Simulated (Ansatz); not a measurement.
Relaxed C (graphite type, space group P6_3/mmc):

```yaml
crystal:
  lattice:
    - [2.45522, 0.00000, 0.00000]
    - [-1.22761, 2.12628, 0.00000]
    - [0.00000, 0.00000, 6.67052]
  atoms:
    - { symbol: C, position: [0.00000, 0.00000, 0.25000] }
    - { symbol: C, position: [0.00000, 0.00000, 0.75000] }
    - { symbol: C, position: [0.33333, 0.66667, 0.25000] }
    - { symbol: C, position: [0.66667, 0.33333, 0.75000] }
```

In each cell atom 1 (C, nearest neighbour C at 1.418 Å; its periodic images, 2.5 Å or more away, move with it) moves by s·(0.000, 0.000, 1.000) (along Cartesian z), the rest being held.

The numbers are results of r2SCAN+rVV10 (plane waves to 500 eV, PAW, scalar-relativistic; Ansatz, a quantum-chemistry and plane-wave program), not measurements. k mesh 12×12×4 (Γ-centred), Fermi-Dirac smearing 0.05 eV. E stands for the smeared free energy. Stress and pressure are positive under compression. With partly filled bands, energies and forces of such displacements shift with the k mesh and the smearing. F∥ is the force on the atom along that direction. C was relaxed with its symmetry unable to fall. The PAW data are Ansatz's earlier set. The zero of ΔE is the undisplaced structure.

```tsv
s (Å)	P (GPa)	ΔE (meV/cell)	F∥ (eV/Å)
-0.430	-3.9	[?]	7.639
-0.344	-2.7	1036	6.079
-0.258	-1.7	[?]	4.529
-0.172	-0.8	[?]	2.999
-0.086	-0.2	64	1.490
0.000	0.0	0	0.000
0.086	-0.2	64	-1.490
0.172	-0.8	[?]	-2.999
0.258	-1.7	[?]	-4.529
0.344	-2.7	1036	-6.079
0.430	-3.9	[?]	-7.639
```

Q: Fill in the missing entries.

A: 
- -0.430, ΔE (meV/cell): 1626
- -0.258, ΔE (meV/cell): 580
- -0.172, ΔE (meV/cell): 257
- 0.172, ΔE (meV/cell): 257
- 0.258, ΔE (meV/cell): 580
- 0.430, ΔE (meV/cell): 1626

(A displaced cell: forces are minus the slopes of the energy, force constants its curvatures, and phonons follow from these.)
